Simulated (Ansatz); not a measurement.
# Notes on a calculation: Hf (hcp)

**The experiment.** The Crystallography Open Database holds a cell as deposited of hexagonal Hf (space group P6_3/mmc), temperature not stated (1963): a, c = 3.197, 5.058 Å, 22.38 Å³/atom.

The computed numbers are results of PBEsol, scalar-relativistic (no spin polarisation) in the plane-wave PAW code Ansatz at 420 eV, Γ-centred 16×16×8 mesh, 0.05 eV Gaussian smearing. The datasets are Ansatz's generated set soft_2.

Starting cell, 0 % over the database's volume:

```
Hf
1.0
     3.20000    0.00000    0.00000
    -1.60000    2.77128    0.00000
     0.00000    0.00000    5.06240
Hf
2
Direct
  0.33333 0.66667 0.75000
  0.66667 0.33333 0.25000
```

The steps in volume:

| run | level | k-mesh | kind | V (Å³/atom) | P (GPa) | E − E(final) (meV/atom) | gap on the mesh (eV) |
| --- | --- | --- | --- | --- | --- | --- | --- |
| 1 | PBEsol | 16×16×8 | cell and atoms relaxed | 21.61 | 0.0 | 0.0 | metal |

The cell is relaxed to zero pressure at this level.

The final structure (symmetry read at 0.01 Å). The structure is hexagonal, space group P6_3/mmc (No. 194). Conventional cell: a = 3.161 Å, b = 3.161 Å, c = 4.996 Å, α = 90.00°, β = 90.00°, γ = 120.00°. Around Hf (site symmetry -6m2) lie 12 Hf at 3.09 to 3.16 Å. (Shells end 15 % past the nearest neighbour.)

```csv
atom,site,symmetry,x,y,z
Hf,2d,-6m2,0.3333,0.6667,0.7500
```

- At the final geometry the gap, band path included, is zero (metallic).
- The runs in the table took roughly 0.5 core-minutes.

**Against experiment.** PBEsol gives 3.161, 4.996 Å and 21.61 Å³/atom, −3.4 % in volume (−1.2 % in length) from the database's cell. That is a large miss for PBEsol, or the entry is off. Spin–orbit coupling, left out, also moves the volume of such heavy elements' compounds.

These numbers lack spin–orbit coupling.
